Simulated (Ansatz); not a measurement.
Values for one crystal, relaxed and computed with HSE06 in the plane-wave PAW code Ansatz; other levels are named.

| Property | Result |
|---|---|
| Volume per atom | 13.40 Å³ |
| Band gap | 3.65 eV (direct) |
| Conduction-band minimum | at X (3 equivalent valleys) |
| Valence-band maximum | at X |

Question: Which compound is it?
A. Cs2KScF6, Fm-3m (K on 4b, Cs on 8c, Sc on 4a, F on 24e)
B. ScTaPb2O6, Fm-3m (Sc on 4a, Ta on 4b, Pb on 8c, O on 24e)
C. Ba2H6Os, Fm-3m (Ba on 8c, H on 24e, Os on 4a)
D. Li2H6Pt, Fm-3m (Li on 8c, H on 24e, Pt on 4a)

Answer: B, ScTaPb2O6, Fm-3m (Sc on 4a, Ta on 4b, Pb on 8c, O on 24e)

The first step of the workflow began from a Materials Project structure, measured or hypothetical; the Crystallography Open Database copy checked does not list it. Whether it is the stable phase at ambient conditions was not checked. The HSE06 relaxation kept the symmetry of its start; its stability against distortions is not shown here. The run is not spin-polarised. The hybrid was solved on a coarse mesh, the path and, where they were found, the r²SCAN edge points; its band edges are the extreme levels among these. Spin–orbit coupling is left out wherever it is not named.

Potentials: the later of the program's two PAW sets.
